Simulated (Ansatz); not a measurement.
The relaxed structure here is a generated cell of Ta2Si: the first start was made by placing the elements on the sites of a structure type, and the end was not matched to a known phase here, so it may be hypothetical.

The start is a generated cell, Ta2Si placed in the Co2Si structure type. Cell shape, volume and atoms are optimised at zero target pressure with r2SCAN (plane waves to 500 eV, PAW, scalar-relativistic; Ansatz, a program for electronic structure). The first steps use a 5×6×4 k-mesh.

Starting cell:
```yaml
crystal:
  lattice:
    - [5.56835, 0.00000, 0.00000]
    - [0.00000, 4.23231, 0.00000]
    - [0.00000, 0.00000, 8.04909]
  atoms:
    - { symbol: Ta, position: [0.53800, 0.25000, 0.78200] }
    - { symbol: Ta, position: [0.03800, 0.25000, 0.71800] }
    - { symbol: Ta, position: [0.46200, 0.75000, 0.21800] }
    - { symbol: Ta, position: [0.96200, 0.75000, 0.28200] }
    - { symbol: Ta, position: [0.17400, 0.25000, 0.06200] }
    - { symbol: Ta, position: [0.67400, 0.25000, 0.43800] }
    - { symbol: Ta, position: [0.82600, 0.75000, 0.93800] }
    - { symbol: Ta, position: [0.32600, 0.75000, 0.56200] }
    - { symbol: Si, position: [0.70200, 0.25000, 0.11100] }
    - { symbol: Si, position: [0.20200, 0.25000, 0.38900] }
    - { symbol: Si, position: [0.29800, 0.75000, 0.88900] }
    - { symbol: Si, position: [0.79800, 0.75000, 0.61100] }
```

### Question
What is the largest force in the starting geometry, and on which atom (counted from 1)?

### Answer
About 1.4 eV/Å, on Ta1, Ta2, Ta3, Ta4 (atoms numbered as listed).

### Question
By how much does the energy per atom fall from start to end?

### Answer
0.19 eV/atom.

### Question
How does the volume per atom move from start to end?

### Answer
+4.4 %, from 15.81 to 16.50 Å³/atom.

### Question
How do the shortest distances between atoms change?

### Answer
The closest pairs of elements (up to four, under 3.6 Å), start → end: Si–Ta 2.63 → 2.58 Å; Ta–Ta 2.83 → 2.73 Å; Si–Si 3.57 → 3.64 Å.

### Question
What band gap does the relaxed structure have at this level?

### Answer
Zero (metallic).

### Question
What does it relax into? Give the structure.

### Answer

Space group Cmcm (No. 63); a = 3.7123 Å, b = 9.7541 Å, c = 5.4677 Å, α = β = γ = 90.00°

```json
[
 {"atom": "Ta", "site": "4b", "symmetry": "2/m..", "x": "0.0000", "y": "0.5000", "z": "0.0000"},
 {"atom": "Ta", "site": "4c", "symmetry": "m2m", "x": "0.0000", "y": "0.1928", "z": "0.2500"},
 {"atom": "Si", "site": "4c", "symmetry": "m2m", "x": "0.0000", "y": "0.1233", "z": "0.7500"}
]
```
(The calculation used a cell of 6 atoms; values per cell refer to that cell.)

Final values are on a 11×11×7 k-mesh of the relaxed cell. No spin polarisation in the result.

The run could not lose the symmetry of its start: the end is stationary, and may be a saddle point rather than a minimum.
